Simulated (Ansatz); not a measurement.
AlB2W2:
```xyz
5
Lattice="1.5386 -5.7658 0.0000 1.5386 5.7658 0.0000 0.0000 0.0000 3.1223" Properties=species:S:1:pos:R:3 pbc="T T T"
Al     0.0000     0.0000     0.0000
W      1.5386     1.6582     1.5611
W      1.5386    -1.6582     1.5611
B      1.5386     3.3991     0.0000
B      1.5386    -3.3991     0.0000
```

Relaxed with r²SCAN.

Task: Map the valence electron density (e/Å³), cut off at 0.7 on the plane through (0.000, 0.000, 0.000) spanned by u = [0, 0, 1] and v = [1, -1, 0] in lattice vectors, from r²SCAN (plane waves, PAW; program Ansatz).

Result: x is the fraction of u, y of v (the angle between them is 90°; rows are the nearest grid lines); atoms in the plane: Al at (0.00, 0.00), W at (0.50, 0.36), W at (0.50, 0.64), B at (0.00, 0.21), B at (0.00, 0.79).
```
|00001222222210000|
|11122222222222111|
|23333333233333332|
|55544433333444555|
|89987543334578998|
|57997543334579975|
|99876554445567899|
|55569999999996555|
|33499999999999433|
|33469999999996433|
|22345999999954322|
|22222333333322222|
|22222333333322222|
|22345999999954322|
|33469999999996433|
|33499999999999433|
|55569999999996555|
|99876554445567899|
|57997543334579975|
|89987543334578998|
|55544433333444555|
|23333333233333332|
|11122222222222111|
|00001222222210000|
```
Scale: ten equal steps from 0.052 (start of '0') to 0.700 (end of '9'), in the order '0123456789'; x runs from 0.000 to 1.00, y from 0.000 (bottom) to 1.00 (top).

The density is the valence pseudo-density with augmentation charge, so density and ELF within about 1 Å of a nucleus are not all-electron values.

Space group Cmmm. The start of the workflow was typed in or built on a structure type; neither database checked (COD, Materials Project) lists it. Whether it is the stable phase at ambient conditions was not checked. The r²SCAN relaxation kept the symmetry of its start; whether a distortion lowers the energy is not shown. No spin polarisation was allowed. Spin–orbit coupling is left out wherever it is not named.

Potentials: the later of the program's two PAW sets.
